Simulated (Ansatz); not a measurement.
Method: Ansatz 0.2.0, DFT PBE, scalar-relativistic, plane waves, PAW. Settings of the last relaxation (8-atom cell): 420 eV, 8×8×4 k points, Gaussian smearing of 0.02 eV, no spin polarisation.

Formation energies are uncorrected and count from the elements' standard states at the same level.

Question: Suggest a trial structure for a tetragonal semiconductor that holds Se and 2 more elements, with a gap near 0.6 eV, a formation energy near −0.64 eV/atom and about 29 Å³ per atom, in a cell of 8 atoms.

Answer: Cd4Se3S, space group P-4m2 (No. 115). Cd on its first site is surrounded by 2 S at 2.59 Å and 2 Se at 2.67 Å; Cd on its second site is surrounded by 4 Se at 2.68 Å; around Se on a site of symmetry 2mm lie 4 Cd at 2.67–2.68 Å; around S lie 4 Cd at 2.59 Å; 1 more site not described.

```cif
data_structure
_symmetry_space_group_name_H-M 'P-4m2'
_symmetry_Int_Tables_number 115
_cell_length_a 4.3365
_cell_length_b 4.3365
_cell_length_c 12.2326
_cell_angle_alpha 90.000
_cell_angle_beta 90.000
_cell_angle_gamma 90.000
_cell_volume 230.04
loop_
_atom_site_label
_atom_site_type_symbol
_atom_site_symmetry_multiplicity
_atom_site_Wyckoff_symbol
_atom_site_fract_x
_atom_site_fract_y
_atom_site_fract_z
_atom_site_occupancy
Cd1 Cd 2 g 0.50000 0.00000 0.88435 1
Cd2 Cd 2 g 0.50000 0.00000 0.37166 1
Se1 Se 2 f 0.50000 0.50000 0.24357 1
Se2 Se 1 d 0.00000 0.00000 0.50000 1
S1 S 1 a 0.00000 0.00000 0.00000 1
```

The volume per atom is 28.75 Å³ and the density is 5.19 g/cm³. The energy over the elements is −0.635 eV/atom and the gap on the 8×8×4 mesh of the 8-atom cell is 0.59 eV.

The structure comes from a generated guess, relaxed at this level; another structure or a mixture of phases may lie lower. Other answers may fit too; this one was computed.

Kohn–Sham gaps at this level usually fall short of measured ones. The reference forms of S and Se are held partly by dispersion forces, which this level lacks. Symmetry constrained the relaxation, so the result can be a saddle point.
